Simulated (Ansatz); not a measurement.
Molecular dynamics on a 1×1×1 supercell (4 atoms) of TlSbO2 (ordering on rocksalt), relaxed with r2SCAN. Forces come from r2SCAN in the plane-wave code Ansatz: a Langevin thermostat at fixed volume, 200 K, steps of 1 fs. Spin polarisation is off, nuclei are classical, and the run is far too short for thermal averages. The structure comes from a prototype and may be hypothetical.

```yaml
crystal:
  lattice:
    - [1.7581217909, 1.0150520892, 6.4759405486]
    - [-1.7581217909, 1.0150520892, 6.4759405486]
    - [0.0, -2.0301041785, 6.4759405486]
  atoms:
    - { symbol: Tl, position: [1.0, 0.0, 0.0] }
    - { symbol: Sb, position: [0.5, 0.5, 0.5] }
    - { symbol: O, position: [0.2271237186, 0.2271237186, 0.2271237186] }
    - { symbol: O, position: [0.7728762814, 0.7728762814, 0.7728762814] }
kpoints:
  mp_grid: { grid: [4, 4, 4] }
hamiltonian:
  xc: r2scan
scf:
  occupations: { method: fermi_dirac, width: 0.02 }
md:
  ensemble: nvt_langevin
  temperature: 200
  timestep: 1.0
  n_steps: 30
  initial_velocities: maxwell_boltzmann
  seed: 5986
```

Command: `ansatz run input.yaml --threads 4 --pin off --max-ram 3686MiB --backend cpu --events-out ev --progress --plain --runs-dir out`. Wall time 2.4 min on 4 threads of Arm Neoverse N1, with other jobs on the host, load about 0.9 per core; peak host memory 0.55 GiB.

```
step  t (fs)  T (K)  free energy F from step 0 (meV/atom)  kinetic energy (meV/atom)  largest force (eV/Å)
   0       0    150                                   0.0                       19.4                  0.06
   1       1    158                                   0.1                       20.4                  0.09
   2       2    163                                   0.3                       21.1                  0.11
   3       3    145                                   0.6                       18.7                  0.14
   4       4    138                                   1.0                       17.9                  0.17
   5       5    119                                   1.4                       15.4                  0.20
   6       6    104                                   1.9                       13.4                  0.21
   7       7    113                                   2.3                       14.6                  0.23
   8       8    106                                   2.7                       13.7                  0.24
   9       9     85                                   3.2                       11.0                  0.26
  10      10     88                                   3.6                       11.3                  0.27
  11      11     82                                   4.0                       10.6                  0.29
  12      12     79                                   4.4                       10.3                  0.30
  13      13     85                                   4.7                       10.9                  0.32
  14      14     83                                   5.1                       10.7                  0.33
  15      15     78                                   5.5                       10.0                  0.34
  16      16     81                                   5.9                       10.5                  0.36
  17      17     56                                   6.2                        7.3                  0.37
  18      18     63                                   6.5                        8.1                  0.38
  19      19     61                                   6.7                        7.9                  0.39
  20      20     57                                   7.0                        7.4                  0.40
  21      21     51                                   7.1                        6.5                  0.41
  22      22     45                                   7.4                        5.9                  0.42
  23      23     58                                   7.6                        7.5                  0.43
  24      24     64                                   7.9                        8.3                  0.44
  25      25     54                                   8.1                        6.9                  0.45
  26      26     70                                   8.4                        9.1                  0.46
  27      27     79                                   8.6                       10.2                  0.47
  28      28     77                                   8.9                       10.0                  0.48
  29      29     70                                   9.1                        9.1                  0.49
  30      30     63                                   9.3                        8.2                  0.49
```

The temperature starts at 150 K, is lowest at step 22 (45 K, 22 fs) and ends at 63 K. The thermostat hasn't had time to restore it. The atoms start on their lattice sites with kinetic energy alone, so much of it first passes into potential energy. The first value is 3/4 of the setting, since velocities are drawn without the motion of the centre of mass and T is counted over all atoms. By the last step the atoms have moved 0.08 Å in the root mean square, the drift of the whole cell taken out, 0.12 Å at most.

Positions (Å) and forces (eV/Å) at step 30:
```
Tl   1.748   1.018   6.471     0.022  -0.005  -0.119
Sb   0.001  -0.016   9.684     0.204  -0.030   0.168
O   -0.135   0.051   4.395     0.189  -0.185   0.098
O    0.040  -0.059  15.023    -0.415   0.220  -0.148
```

Where bands overlap the cell is a metal at that level, and these k meshes limit energies, forces and stress. Overlaps of a few tenths of an eV in semilocal functionals can be an artefact that a hybrid or GW lifts.
